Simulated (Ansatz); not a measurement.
## zincblende-structured TaTe

Computed with Ansatz (plane waves, PAW, 420 eV cutoff): PBEsol, scalar-relativistic, collinear spin, Γ-centred 8×8×8 mesh, 0.05 eV Gaussian smearing. The datasets are Ansatz's generated set soft_2.

```yaml
crystal:
  lattice:
    - [0.00000, 3.11685, 3.11685]
    - [3.11685, 0.00000, 3.11685]
    - [3.11685, 3.11685, 0.00000]
  atoms:
    - { symbol: Ta, position: [0.00000, 0.00000, 0.00000] }
    - { symbol: Te, position: [0.25000, 0.25000, 0.25000] }
```

The start was a prototype's sites filled with these elements, not a measured cell.

Magnetic state: ferromagnetic, site spin moments Ta 1.17 μB.

The cell above was scaled in volume, its shape and atoms being fixed by the lattice's symmetry. Energies are counted from the cell above.

Cell and atoms are those of this level's equilibrium.

```
V (Å³/atom)  ΔE (meV/atom)  P (GPa)  largest moment (μB)
      29.07            9.4      2.9                 1.00
      29.67            2.4      1.1                 1.03
      30.28            0.0      0.0                 1.17
      30.89            2.9     -1.5                 1.19
      31.49           11.4     -2.9                 1.20
```

Q: Can a bulk modulus be trusted from these points?

A: No. The energies are smooth (scatter 0.01 meV/atom), but the fit's B0′ of -5.4 is out of the usual range: the curve is too flat or too lopsided over this range, or mesh noise enters, and a third-order form can't fix it.

The moment grows with the volume: wider spacing narrows the bands, and exchange then polarises them more fully.

Scalar-relativistic only: spin–orbit splittings of the heavy atoms' levels are missing. The run wasn't fully tested for a lower electronic state. Site moments are of spin, integrated over atomic spheres. Only parallel moments were tried, so the real magnetic order may be another. The run is a metal.
